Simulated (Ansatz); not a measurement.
Consider the following.

SiRh:
```cif
data_RhSi
_chemical_formula_sum 'Si1 Rh1'
_space_group_name_H-M_alt 'P 1'
_space_group_IT_number 1
_cell_length_a 2.94618
_cell_length_b 2.94618
_cell_length_c 2.94618
_cell_angle_alpha 90.000
_cell_angle_beta 90.000
_cell_angle_gamma 90.000
loop_
_space_group_symop_operation_xyz
  'x, y, z'
loop_
_atom_site_label
_atom_site_type_symbol
_atom_site_fract_x
_atom_site_fract_y
_atom_site_fract_z
_atom_site_occupancy
Si1 Si 0.50000 0.50000 0.50000 1
Rh1 Rh 0.00000 0.00000 0.00000 1
```

This is the PBEsol-relaxed structure.

### Question
All from PBEsol in the plane-wave PAW code Ansatz, unless another level is named. Give the electronic character.

### Answer
metallic (no gap).

### Question
And the density of states at the Fermi level?

### Answer
0.99 states/eV per atom (mean over ±0.08 eV).

### Question
Give the gap with spin–orbit coupling.

### Answer
none (metallic).

Space group Pm-3m (CsCl type). The first step of the workflow began from a Materials Project structure, measured or hypothetical; the Crystallography Open Database copy checked does not list it. COD files the formula under space group No. 14, so this cell is another polymorph or a model. Its standing as an ambient phase is unchecked. The cell was relaxed with PBEsol under the symmetry of its start. At this level the phase is mechanically unstable. The run is not spin-polarised. Spin–orbit coupling is left out wherever it is not named.

Potentials: the later of the program's two PAW sets.
